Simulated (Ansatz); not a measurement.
Spinel alloy of CdIn2S4 and MgIn2S4 (4 of 8 Cd sites exchanged), 56 atoms

Ansatz, PAW, plane waves. PBEsol relaxation of volume and atoms (shape held) at the single k point (¼, ¼, ¼) without its symmetry partners; single points on the relaxed atoms at the Γ point alone, onto which points of the small cell's zone fold. Arrangement: quasirandom. No spin–orbit coupling unless named.

Relaxed structure:

```yaml
crystal:
  lattice:
    - [10.80495, 0.00000, 0.00000]
    - [0.00000, 10.80495, 0.00000]
    - [0.00000, 0.00000, 10.80495]
  atoms:
    - { symbol: Mg, position: [0.87440, 0.37498, 0.37492] }
    - { symbol: Mg, position: [0.37593, 0.87564, 0.37533] }
    - { symbol: Mg, position: [0.12513, 0.12491, 0.12435] }
    - { symbol: Mg, position: [0.12517, 0.62474, 0.62531] }
    - { symbol: In, position: [0.49941, 0.00024, 0.00065] }
    - { symbol: In, position: [0.75244, 0.25032, 0.00232] }
    - { symbol: In, position: [0.75088, 0.00107, 0.25029] }
    - { symbol: In, position: [0.00093, 0.49983, 0.00124] }
    - { symbol: In, position: [0.24963, 0.75231, 0.00114] }
    - { symbol: In, position: [0.00083, 0.99984, 0.49878] }
    - { symbol: In, position: [0.49882, 0.49981, 0.49971] }
    - { symbol: In, position: [0.24687, 0.24955, 0.49693] }
    - { symbol: In, position: [0.24799, 0.50082, 0.25201] }
    - { symbol: In, position: [0.49862, 0.24862, 0.25020] }
    - { symbol: In, position: [0.74989, 0.74809, 0.49876] }
    - { symbol: In, position: [0.24962, 0.99911, 0.74883] }
    - { symbol: In, position: [0.75178, 0.49972, 0.74836] }
    - { symbol: In, position: [0.00249, 0.75037, 0.25295] }
    - { symbol: In, position: [0.00113, 0.25147, 0.74973] }
    - { symbol: In, position: [0.49761, 0.74967, 0.74798] }
    - { symbol: S, position: [0.50800, 0.00686, 0.24266] }
    - { symbol: S, position: [0.74180, 0.24280, 0.24405] }
    - { symbol: S, position: [0.51036, 0.24121, 0.00964] }
    - { symbol: S, position: [0.74120, 0.00922, 0.00954] }
    - { symbol: S, position: [0.00656, 0.50781, 0.24375] }
    - { symbol: S, position: [0.24380, 0.74339, 0.24391] }
    - { symbol: S, position: [0.00931, 0.74133, 0.01154] }
    - { symbol: S, position: [0.24143, 0.51064, 0.01074] }
    - { symbol: S, position: [0.00895, 0.00988, 0.74013] }
    - { symbol: S, position: [0.24136, 0.24067, 0.73884] }
    - { symbol: S, position: [0.00557, 0.24218, 0.50690] }
    - { symbol: S, position: [0.24220, 0.00713, 0.50610] }
    - { symbol: S, position: [0.25618, 0.25792, 0.25600] }
    - { symbol: S, position: [0.48917, 0.49021, 0.25888] }
    - { symbol: S, position: [0.48862, 0.25856, 0.49056] }
    - { symbol: S, position: [0.25644, 0.49218, 0.49328] }
    - { symbol: S, position: [0.50994, 0.50867, 0.74054] }
    - { symbol: S, position: [0.73960, 0.74043, 0.73964] }
    - { symbol: S, position: [0.50723, 0.74183, 0.50605] }
    - { symbol: S, position: [0.74152, 0.50637, 0.50623] }
    - { symbol: S, position: [0.76062, 0.75975, 0.25864] }
    - { symbol: S, position: [0.99347, 0.99294, 0.25733] }
    - { symbol: S, position: [0.99277, 0.75752, 0.49413] }
    - { symbol: S, position: [0.75961, 0.98958, 0.49102] }
    - { symbol: S, position: [0.76029, 0.25896, 0.76028] }
    - { symbol: S, position: [0.99380, 0.49349, 0.75829] }
    - { symbol: S, position: [0.99432, 0.25806, 0.99260] }
    - { symbol: S, position: [0.76016, 0.49125, 0.99039] }
    - { symbol: S, position: [0.25584, 0.75735, 0.75794] }
    - { symbol: S, position: [0.49053, 0.99073, 0.75895] }
    - { symbol: S, position: [0.49034, 0.75926, 0.98991] }
    - { symbol: S, position: [0.25736, 0.99382, 0.99188] }
    - { symbol: Cd, position: [0.37403, 0.37498, 0.87512] }
    - { symbol: Cd, position: [0.87504, 0.87325, 0.87408] }
    - { symbol: Cd, position: [0.62504, 0.62496, 0.12561] }
    - { symbol: Cd, position: [0.62579, 0.12614, 0.62472] }
```

(1) What are the mean bond lengths by pair (pairs within 1.2 times the sum of covalent radii, less contacts 15 % beyond the pair's median; cation–cation pairs of compounds aside; long ionic contacts are cut short by that bound)?

(2) What gap lies between the top filled and the lowest empty level in the single points?

Answers

(1) Cd–S 2.520 ± 0.004 Å (standard deviation, 16 bonds); In–S 2.615 ± 0.007 Å (standard deviation, 96 bonds); Mg–S 2.470 ± 0.002 Å (standard deviation, 16 bonds).

(2) HSE06 2.74 eV (23 s on NVIDIA GB300).
